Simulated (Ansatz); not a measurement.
PdS2 in space group Pbca (No. 61; Pd on 4a, S on 8c), DFT-r²SCAN in the program Ansatz with PAW potentials, all energies at zero smearing, with the estimated change up to a 700 eV cutoff added, with one set of potentials and settings (totals compare only within such a set). Cell of 12 atoms (4 Pd, 8 S): -35193.687 eV.

| element | reference phase | E (eV/atom) |
|---|---|---|
| Pd | Fm-3m, 1 atoms in the cell | -6985.7456 |
| S | P2/c, 32 atoms in the cell | -905.8156 |

Formation energy per atom, worked out: (-35193.687 − 4×(-6985.7456) − 8×(-905.8156))/12 = -0.348 eV/atom (-34 kJ per mol of atoms), at 0 K, without zero-point energy or fitted corrections.

The workflow started from a Materials Project entry (that database holds measured and hypothetical structures alike); the Crystallography Open Database files this formula in space group No. 61, but the cells were not matched. Its standing as an ambient phase is unchecked. The cell was relaxed with r²SCAN under the symmetry of its start; whether a distortion lowers the energy is not shown. No spin polarisation was allowed. A crystal of weakly bound layers computed without a dispersion correction: the cell and the soft elastic constants depend strongly on that. The references are the lowest solids computed at this level, not always the standard phases.

Potentials: the later of the program's two PAW sets.
